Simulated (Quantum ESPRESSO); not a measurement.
## HfW4Pt2Ta (one run as intended and one with a planted mistake)

Simulated, not a measurement. The program is pw.x of Quantum ESPRESSO 7.5 (plane-wave density functional theory). The cell is made up: eight metal atoms on a face-centred cubic lattice, with elements, volume, strain and displacements drawn at random and not relaxed, so it may be unstable or far from any real phase. PseudoDojo standard norm-conserving files set the functional (PBE unless stated); there is no spin polarisation or spin-orbit coupling, the Fermi-Dirac width of 0.25 eV means electrons at about 2900 K, and the masses in the input are unused placeholders. Heavy elements are run without spin-orbit coupling, which real alloys of them have. A spin test at this wide smearing found no moment, but such smearing suppresses magnetism that the real alloy may have.

Intended input:

```
&control calculation='scf', pseudo_dir='./dojo.nc.sr.pbe.v0_5.standard.upf', outdir='./o', disk_io='minimal', tprnfor=.true., tstress=.true. /
&system ibrav=0, nat=8, ntyp=4, nbnd=77, ecutwfc=84.00895049, nosym=.true., tot_charge=0,
 occupations='smearing', smearing='fd', degauss=0.0183746611
/
&electrons conv_thr=1.470e-08, electron_maxstep=70, mixing_beta=0.5 /
ATOMIC_SPECIES
Hf 1.0 Hf.upf
Pt 1.0 Pt.upf
Ta 1.0 Ta.upf
W 1.0 W.upf
CELL_PARAMETERS angstrom
0.0 -2.0216 -2.0216
0.0 4.0433 -4.0433
8.0866 0.0 0.0
ATOMIC_POSITIONS angstrom
Hf 0.1771 0.1127 0.0953
W 4.0456 0.03 -0.065
Pt -0.0835 2.0031 -1.9681
W 4.0235 1.9598 -1.969
Pt 1.9778 0.0686 -1.9788
W 6.1144 -0.0962 -1.9223
W 2.0747 1.9364 -4.0658
Ta 6.056 2.1005 -3.9902
K_POINTS automatic
8 4 3 1 1 1
```

The log is shortened where brackets say so; the opening notice, blank lines, dates and the lines on written files are dropped, and the path of the files is cut. It prints rydbergs, bohrs and kilobars, and counts compression as positive stress. Its total energy is the free energy E - TS of the whole cell.

Log of the intended run:

```
     Program PWSCF v.7.5
     Parallel version (MPI & OpenMP), running on       4 processor cores
     Number of MPI processes:                 4
     Threads/MPI process:                     1
     [start-up lines left out]
     bravais-lattice index     =            0
     lattice parameter (alat)  =       5.4027  a.u.
     unit-cell volume          =     892.1210 (a.u.)^3
     number of atoms/cell      =            8
     number of atomic types    =            4
     number of electrons       =       117.00
     number of Kohn-Sham states=           77
     kinetic-energy cutoff     =      84.0090  Ry
     charge density cutoff     =     336.0358  Ry
     scf convergence threshold =      1.5E-08
     mixing beta               =       0.5000
     number of iterations used =            8  plain     mixing
     Exchange-correlation= PBE
                           (   1   4   3   4   0   0   0)
     [axes and pseudopotential details left out]
   Cartesian axes
     site n.     atom                  positions (alat units)
         1        Hf     tau(   1) = (   0.0619453   0.0394197   0.0333336  )
         2        W      tau(   2) = (   1.4150530   0.0104933  -0.0227354  )
         3        Pt     tau(   3) = (  -0.0292063   0.7006359  -0.6883938  )
         4        W      tau(   4) = (   1.4073230   0.6854906  -0.6887086  )
         5        Pt     tau(   5) = (   0.6917866   0.0239946  -0.6921364  )
         6        W      tau(   6) = (   2.1386692  -0.0336484  -0.6723740  )
         7        W      tau(   7) = (   0.7256799   0.6773059  -1.4221185  )
         8        Ta     tau(   8) = (   2.1182423   0.7347041  -1.3956754  )
     number of k points=    48  Fermi-Dirac smearing, width (Ry)=  0.0184
                       cart. coord. in units 2pi/alat
        k(    1) = (   0.0589241  -0.0000011  -0.0883873), wk =   0.0416667
        k(    2) = (  -0.1767723  -0.0000011  -0.0883873), wk =   0.0416667
     [further k points left out]
     Dense  grid:    92865 G-vectors     FFT dimensions: (  32,  64,  90)
     Estimated max dynamical RAM per process >     352.29 MB
     Estimated total dynamical RAM >       1.31 GB
     Initial potential from superposition of free atoms
     starting charge     116.9949, renormalised to     117.0000
     Starting wfcs are   80 randomized atomic wfcs
     total cpu time spent up to now is        4.7 secs
     per-process dynamical memory:   274.1 Mb
     Self-consistent Calculation
     iteration #  1     ecut=    84.01 Ry     beta= 0.50
     Davidson diagonalization with overlap
     ethr =  1.00E-02,  avg # of iterations =  2.7
     total cpu time spent up to now is       17.8 secs
     total energy              =   -1369.24230122 Ry
     estimated scf accuracy    <       4.80010356 Ry
     iteration #  2     ecut=    84.01 Ry     beta= 0.50
     Davidson diagonalization with overlap
     ethr =  4.10E-03,  avg # of iterations =  3.0
     total cpu time spent up to now is       31.3 secs
     total energy              =   -1367.43084380 Ry
     estimated scf accuracy    <      59.04512091 Ry
     [iterations 3 to 18 left out]
     iteration # 19     ecut=    84.01 Ry     beta= 0.50
     Davidson diagonalization with overlap
     ethr =  4.19E-10,  avg # of iterations =  1.3
     total cpu time spent up to now is      202.8 secs
     total energy              =   -1372.22755159 Ry
     estimated scf accuracy    <       0.00000008 Ry
     iteration # 20     ecut=    84.01 Ry     beta= 0.50
     Davidson diagonalization with overlap
     ethr =  6.84E-11,  avg # of iterations =  2.1
     total cpu time spent up to now is      212.6 secs
     End of self-consistent calculation
     [lines on levels left out]
!    total energy              =   -1372.22755160 Ry
     estimated scf accuracy    <          3.0E-09 Ry
     smearing contrib. (-TS)   =      -0.11323635 Ry
     internal energy E=F+TS    =   -1372.11431526 Ry
     The total energy is F=E-TS. E is the sum of the following terms:
     one-electron contribution =    -249.28309623 Ry
     hartree contribution      =     191.53424395 Ry
     xc contribution           =    -285.97046720 Ry
     ewald contribution        =   -1028.39499577 Ry
     convergence has been achieved in  20 iterations
     Forces acting on atoms (cartesian axes, Ry/au):
     atom    1 type  1   force =     0.00686138   -0.03216865   -0.01743015
     atom    2 type  4   force =    -0.07994704   -0.00164698    0.00886493
     atom    3 type  2   force =     0.00818727    0.02732118   -0.02846490
     atom    4 type  4   force =    -0.00496946    0.02121498   -0.01689111
     atom    5 type  2   force =     0.06163164   -0.00159453   -0.01270320
     atom    6 type  4   force =    -0.03207269    0.04812372   -0.03763291
     atom    7 type  4   force =     0.03001377   -0.01185703    0.05102560
     atom    8 type  3   force =     0.01029514   -0.04939269    0.05323173
     Total force =     0.167301     Total SCF correction =     0.000317
     Computing stress (Cartesian axis) and pressure
          total   stress  (Ry/bohr**3)                   (kbar)     P=       74.35
   0.00068019   0.00009106   0.00007439          100.06       13.40       10.94
   0.00009106   0.00036996  -0.00001655           13.40       54.42       -2.43
   0.00007439  -0.00001655   0.00046613           10.94       -2.43       68.57
     init_run     :      4.47s CPU      4.56s WALL (       1 calls)
     electrons    :    204.66s CPU    207.89s WALL (       1 calls)
     forces       :      1.94s CPU      1.94s WALL (       1 calls)
     stress       :      6.60s CPU      6.63s WALL (       1 calls)
     [timing details left out]
     PWSCF        :   3m37.80s CPU   3m41.19s WALL
     JOB DONE.
```

A second run has one planted mistake: the cell and the positions are scaled by a wrong factor. The input lines that differ:

```
- 0.0 -2.0216 -2.0216
- 0.0 4.0433 -4.0433
- 8.0866 0.0 0.0
+ 0.0 -2.0515 -2.0515
+ 0.0 4.1031 -4.1031
+ 8.2063 0.0 0.0
- Hf 0.1771 0.1127 0.0953
- W 4.0456 0.03 -0.065
- Pt -0.0835 2.0031 -1.9681
- W 4.0235 1.9598 -1.969
- Pt 1.9778 0.0686 -1.9788
- W 6.1144 -0.0962 -1.9223
- W 2.0747 1.9364 -4.0658
- Ta 6.056 2.1005 -3.9902
+ Hf 0.1797 0.1144 0.0967
+ W 4.1055 0.0304 -0.066
+ Pt -0.0847 2.0327 -1.9972
+ W 4.083 1.9888 -1.9981
+ Pt 2.0071 0.0696 -2.0081
+ W 6.2049 -0.0976 -1.9508
+ W 2.1054 1.9651 -4.126
+ Ta 6.1456 2.1316 -4.0493
```

Its log:

```
     Program PWSCF v.7.5
     Parallel version (MPI & OpenMP), running on       4 processor cores
     Number of MPI processes:                 4
     Threads/MPI process:                     1
     [start-up lines left out]
     bravais-lattice index     =            0
     lattice parameter (alat)  =       5.4826  a.u.
     unit-cell volume          =     932.3041 (a.u.)^3
     number of atoms/cell      =            8
     number of atomic types    =            4
     number of electrons       =       117.00
     number of Kohn-Sham states=           77
     kinetic-energy cutoff     =      84.0090  Ry
     charge density cutoff     =     336.0358  Ry
     scf convergence threshold =      1.5E-08
     mixing beta               =       0.5000
     number of iterations used =            8  plain     mixing
     Exchange-correlation= PBE
                           (   1   4   3   4   0   0   0)
     [axes and pseudopotential details left out]
   Cartesian axes
     site n.     atom                  positions (alat units)
         1        Hf     tau(   1) = (   0.0619386   0.0394312   0.0333304  )
         2        W      tau(   2) = (   1.4150753   0.0104782  -0.0227487  )
         3        Pt     tau(   3) = (  -0.0291942   0.7006268  -0.6883908  )
         4        W      tau(   4) = (   1.4073200   0.6854955  -0.6887010  )
         5        Pt     tau(   5) = (   0.6918031   0.0239896  -0.6921478  )
         6        W      tau(   6) = (   2.1386921  -0.0336406  -0.6723977  )
         7        W      tau(   7) = (   0.7256849   0.6773266  -1.4221412  )
         8        Ta     tau(   8) = (   2.1182527   0.7347155  -1.3957044  )
     number of k points=    48  Fermi-Dirac smearing, width (Ry)=  0.0184
                       cart. coord. in units 2pi/alat
        k(    1) = (   0.0589234  -0.0000011  -0.0883873), wk =   0.0416667
        k(    2) = (  -0.1767702  -0.0000011  -0.0883873), wk =   0.0416667
     [further k points left out]
     Dense  grid:    96811 G-vectors     FFT dimensions: (  32,  64,  96)
     Estimated max dynamical RAM per process >     367.63 MB
     Estimated total dynamical RAM >       1.37 GB
     Initial potential from superposition of free atoms
     starting charge     116.9949, renormalised to     117.0000
     Starting wfcs are   80 randomized atomic wfcs
     total cpu time spent up to now is        5.3 secs
     per-process dynamical memory:   286.7 Mb
     Self-consistent Calculation
     iteration #  1     ecut=    84.01 Ry     beta= 0.50
     Davidson diagonalization with overlap
     ethr =  1.00E-02,  avg # of iterations =  2.7
     total cpu time spent up to now is       17.7 secs
     total energy              =   -1369.49531853 Ry
     estimated scf accuracy    <       4.41529797 Ry
     iteration #  2     ecut=    84.01 Ry     beta= 0.50
     Davidson diagonalization with overlap
     ethr =  3.77E-03,  avg # of iterations =  3.0
     total cpu time spent up to now is       31.3 secs
     total energy              =   -1367.78721838 Ry
     estimated scf accuracy    <      55.60940563 Ry
     [iterations 3 to 18 left out]
     iteration # 19     ecut=    84.01 Ry     beta= 0.50
     Davidson diagonalization with overlap
     ethr =  6.79E-10,  avg # of iterations =  1.1
     total cpu time spent up to now is      213.9 secs
     total energy              =   -1372.23277443 Ry
     estimated scf accuracy    <       0.00000012 Ry
     iteration # 20     ecut=    84.01 Ry     beta= 0.50
     Davidson diagonalization with overlap
     ethr =  1.02E-10,  avg # of iterations =  2.3
     total cpu time spent up to now is      224.5 secs
     End of self-consistent calculation
     [lines on levels left out]
!    total energy              =   -1372.23277444 Ry
     estimated scf accuracy    <          5.7E-09 Ry
     smearing contrib. (-TS)   =      -0.11862675 Ry
     internal energy E=F+TS    =   -1372.11414769 Ry
     The total energy is F=E-TS. E is the sum of the following terms:
     one-electron contribution =    -270.86570750 Ry
     hartree contribution      =     197.68503078 Ry
     xc contribution           =    -285.53195298 Ry
     ewald contribution        =   -1013.40151800 Ry
     convergence has been achieved in  20 iterations
     Forces acting on atoms (cartesian axes, Ry/au):
     atom    1 type  1   force =     0.01140843   -0.02575778   -0.02049083
     atom    2 type  4   force =    -0.07086070    0.00078986    0.00459972
     atom    3 type  2   force =     0.00361706    0.02408768   -0.02462233
     atom    4 type  4   force =    -0.00687716    0.01688325   -0.01334485
     atom    5 type  2   force =     0.05664160   -0.00180004   -0.01069958
     atom    6 type  4   force =    -0.03357292    0.04094308   -0.03082723
     atom    7 type  4   force =     0.03321594   -0.01268334    0.04823819
     atom    8 type  3   force =     0.00642775   -0.04246271    0.04714691
     Total force =     0.150680     Total SCF correction =     0.000383
     Computing stress (Cartesian axis) and pressure
          total   stress  (Ry/bohr**3)                   (kbar)     P=      -32.33
  -0.00006635   0.00007426   0.00007555           -9.76       10.92       11.11
   0.00007426  -0.00034126   0.00000936           10.92      -50.20        1.38
   0.00007555   0.00000936  -0.00025177           11.11        1.38      -37.04
     init_run     :      5.04s CPU      5.16s WALL (       1 calls)
     electrons    :    215.86s CPU    219.19s WALL (       1 calls)
     forces       :      2.02s CPU      2.02s WALL (       1 calls)
     stress       :      6.99s CPU      6.99s WALL (       1 calls)
     [timing details left out]
     PWSCF        :   3m50.06s CPU   3m53.56s WALL
     JOB DONE.
```

|  | intended run | run with the mistake |
| --- | --- | --- |
| free energy (eV) | -18670.107 | -18670.178 |
| entropy term -TS, part of it (eV) | -1.541 | -1.614 |
| pressure (GPa) | 7.44 | -3.23 |
| size of the largest force component (eV/Å) | 2.056 | 1.822 |
| largest change of a force component (eV/Å) |  | 0.234 |
| iterations | 20 | 20 |

For scale, a rerun of the intended cell at a higher cutoff and on a denser mesh moved values by no more than 0.017 eV in energy, 0.19 GPa in stress and 0.012 eV/Å in force, and a second program with other atomic files agreed on that cell to 2 % rms in force and 0.5 GPa in pressure.